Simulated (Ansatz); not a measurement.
**Elastic constants of BaAs₂Ru₂: input and output**

Theory: DFT PBEsol, scalar-relativistic, plane waves, PAW (Ansatz).

Launched with:
```bash
ansatz run input.yaml --threads 2 --pin off --max-ram 7168MiB --backend cpu --events-out ev --progress --plain --runs-dir out
```

Input (bare energies are in eV):
```yaml
crystal:
  lattice:
    - [-2.0670874845, 2.0670874845, 6.0594101423]
    - [2.0670874845, -2.0670874845, 6.0594101423]
    - [2.0670874845, 2.0670874845, -6.0594101423]
  atoms:
    - { symbol: Ba, position: [0.0, 0.0, 0.0] }
    - { symbol: As, position: [0.6476505878, 0.6476505878, 0.0] }
    - { symbol: As, position: [0.3523494122, 0.3523494122, 0.0] }
    - { symbol: Ru, position: [0.75, 0.25, 0.5] }
    - { symbol: Ru, position: [0.25, 0.75, 0.5] }
basis:
  ecutwfc: 420
kpoints:
  mp_grid: { grid: [12, 12, 12] }
hamiltonian:
  xc: pbesol
scf:
  occupations: { method: fermi_dirac, width: 0.15 }
output:
  forces: true
  stress: true
  eigenvalues: true
elastic:
  mode: relaxed_ion
  amplitude: 0.005
  stencil: two_point
```

From the output:
```
--- Elastic constants: 4 strain directions × 2 members + reference (group order 16) ---
  dense FFT box of the reference and of every strained cell: 48×48×48
  strains applied: 11, 33, 23, 12; error gains: componentwise 1.00 (the most a stress slope's error grows in a printed constant), spectral 1.41 (1 for all six strains in a standard setting)
  reference relaxed by the batch: 2 steps; max|allowed force component| 1.32e-4 eV/Å at the deck's positions, 2.09e-5 at the last accepted step, 2.08e-5 by the solve of record
  largest displacement 1.1e-5 Å; the constants are those of the deck's cell at these positions:
  atoms:
    - { symbol: Ba, position: [-1.2025107538621725e-36, 6.536339859488852e-37, -6.1871491327035255e-37] }
    - { symbol: As, position: [0.6476497173493391, 0.6476497173493391, 3.020784576555251e-36] }
    - { symbol: As, position: [0.35235028265066104, 0.35235028265066104, 8.370848826598887e-37] }
    - { symbol: Ru, position: [0.75, 0.25000000000000006, 0.49999999999999994] }
    - { symbol: Ru, position: [0.25000000000000006, 0.75, 0.49999999999999994] }
  C = ∂σ_k/∂η_j (tension-positive GPa; Voigt order 11 22 33 23 13 12):
       174.426     70.751     60.657      0.000     -0.000     -0.000
        70.751    174.426     60.657      0.000     -0.000     -0.000
        60.656     60.656     88.045      0.000     -0.000     -0.000
         0.000     -0.000      0.000     36.578      0.000      0.000
        -0.000      0.000     -0.000     -0.000     36.578      0.000
        -0.000      0.000     -0.000     -0.000      0.000     83.545
  reference stress σ⁰ (GPa):     -0.002     -0.002      0.002      0.000     -0.000     -0.000
  C* (energy form; C + prestress term) asymmetry max|C*_kj − C*_jk| = 2.795e-3 GPa — a small one proves nothing (zero by symmetry where the batch's group is 432, −43m or m−3m); a large one is finite-difference/SCF noise where every solve ...
  moduli (Voigt/Reuss/Hill, GPa): K = 91.22/79.65/85.44   G = 47.66/40.19/43.93   E = 112.50   ν = 0.281
  mechanically stable: yes (min eigenvalue of sym C = 36.58 GPa)
  the stresses are not corrected for the forces that the relaxations left standing (`elastic.f_tol`)
  strain η (Voigt 11):  stress-route row diagonal C_11 = 174.43 GPa, energy-path curvature d²(F+E_count+ΔE)/dδ²/Ω₀ = 174.45 GPa
         δ    σ_11 (GPa) F (eV) n_scf n_hpsi n_pw
    -5.000e-3      -0.8777      -27125.2159002       6  174492   2029   relax 4 steps, max|allowed force component| 2.13e-5 eV/Å
     5.000e-3       0.8665      -27125.2159182       6  174780   2050   relax 3 steps, max|allowed force component| 1.83e-5 eV/Å
  strain η (Voigt 33):  stress-route row diagonal C_33 = 88.04 GPa, energy-path curvature d²(F+E_count+ΔE)/dδ²/Ω₀ = 88.05 GPa
         δ    σ_33 (GPa) F (eV) n_scf n_hpsi n_pw
    -5.000e-3      -0.4428      -27125.2166115       6  100781   2035   relax 3 steps, max|allowed force component| 1.69e-6 eV/Å
     5.000e-3       0.4376      -27125.2166033       6  101593   2054   relax 3 steps, max|allowed force component| 2.89e-6 eV/Å
  strain η (Voigt 23):  stress-route row diagonal C_44 = 36.58 GPa, energy-path curvature d²(F+E_count+ΔE)/dδ²/Ω₀ = 36.58 GPa
         δ    σ_23 (GPa) F (eV) n_scf n_hpsi n_pw
    -5.000e-3      -0.1829      -27125.2170227       6  295796   2041   relax 6 steps, max|allowed force component| 4.50e-7 eV/Å
     5.000e-3       0.1829      -27125.2170227       6  295891   2041   relax 4 steps, max|allowed force component| 3.89e-6 eV/Å
  strain η (Voigt 12):  stress-route row diagonal C_66 = 83.55 GPa, energy-path curvature d²(F+E_count+ΔE)/dδ²/Ω₀ = 83.55 GPa
         δ    σ_12 (GPa) F (eV) n_scf n_hpsi n_pw
    -5.000e-3      -0.4177      -27125.2166419       6  173313   2042   relax 2 steps, max|allowed force component| 2.10e-8 eV/Å
     5.000e-3       0.4177      -27125.2166419       6  173026   2042   relax 2 steps, max|allowed force component| 2.42e-5 eV/Å
```

It took 27 min on 2 threads of Arm Neoverse V2, on a shared host, peak memory 1.9 GiB.

In a metal, frequencies and elastic constants depend on the k mesh and the smearing, soft modes and shear constants most.